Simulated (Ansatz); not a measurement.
# Mg$_{3}$Cd$_{2}$Te$_{5}$: relaxed-ion elastic tensor

Theory: DFT PBE, scalar-relativistic, plane waves, PAW in Ansatz 0.2.0. Plane waves to 420 eV; Γ-centred k mesh 8×8×8; fixed occupations. No spin polarisation.

Equilibrium structure at this level:
```
Mg Cd Te
1.0
    -2.32007    2.32007   16.33091
     2.32007   -2.32007   16.33091
     2.32007    2.32007  -16.33091
Mg Cd Te
3 2 5
Direct
  0.70070 0.70070 0.00000
  0.29930 0.29930 0.00000
  0.50000 0.50000 0.00000
  0.89964 0.89964 0.00000
  0.10036 0.10036 0.00000
  0.34827 0.84827 0.50000
  0.95102 0.45102 0.50000
  0.54898 0.04898 0.50000
  0.15173 0.65173 0.50000
  0.75000 0.25000 0.50000
```

The cell was found from a structure generator's guess, not taken from experiment. Spin–orbit coupling is left out, which matters for heavy elements.

**Question.** Give the relaxed-ion elastic constants (GPa, Voigt order xx yy zz yz xz xy, on the Cartesian axes of the cell above).

**Answer.**
```
55.1 19.4 29.0  0.0  0.0  0.0
19.4 55.1 29.0  0.0  0.0  0.0
29.0 29.0 44.1  0.0  0.0  0.0
 0.0  0.0  0.0 17.6  0.0  0.0
 0.0  0.0  0.0  0.0 17.6  0.0
 0.0  0.0  0.0  0.0  0.0  8.0
```

**Question.** Is the crystal stable against homogeneous strain?

**Answer.** Yes: the least eigenvalue of the tensor is 8.0 GPa.

**Question.** And the moduli of a polycrystal (Hill averages)?

**Answer.** B = 34 GPa, G = 13 GPa, E = 34 GPa, ν = 0.33.
